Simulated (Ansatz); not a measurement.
BAs:
```xyz
2
Lattice="0.0000 2.4046 2.4046 2.4046 0.0000 2.4046 2.4046 2.4046 0.0000" Properties=species:S:1:pos:R:3 pbc="T T T"
As     3.6068     3.6068     3.6068
B      0.0000     0.0000     0.0000
```

Relaxed with PBE. Special points in fractions of this cell's reciprocal vectors: Γ (0.000, 0.000, 0.000); X (0.500, 0.000, 0.500); U (0.625, 0.250, 0.625); K (0.375, 0.375, 0.750); L (0.500, 0.500, 0.500); W (0.500, 0.250, 0.750).

Q: List the band energies nearest the valence-band maximum at these points for DFT-PBE in the program Ansatz with PAW potentials.

A: In eV from the valence-band maximum; about four levels below and three above (degenerate sets whole), none deeper than 8.9 eV; … stands for higher levels left out; points with the same levels are listed once.

```tsv
k	below	above
Γ	0.00 0.00 0.00	3.26 3.26 3.26
X	-8.41 -3.99 -3.99	1.46 1.47 …
U	-8.04 -5.81 -3.41	2.06 5.50 9.10
L	-8.63 -1.79 -1.79	2.57 4.77 4.77
W	-7.96 -5.36 -5.07	5.26 5.83 6.77
```

Space group F-43m (zinc blende). The cell was relaxed with PBE under the symmetry of its start; phonons on a q-mesh show no instability. Spin–orbit coupling is left out wherever it is not named.

Potentials: the later of the program's two PAW sets.
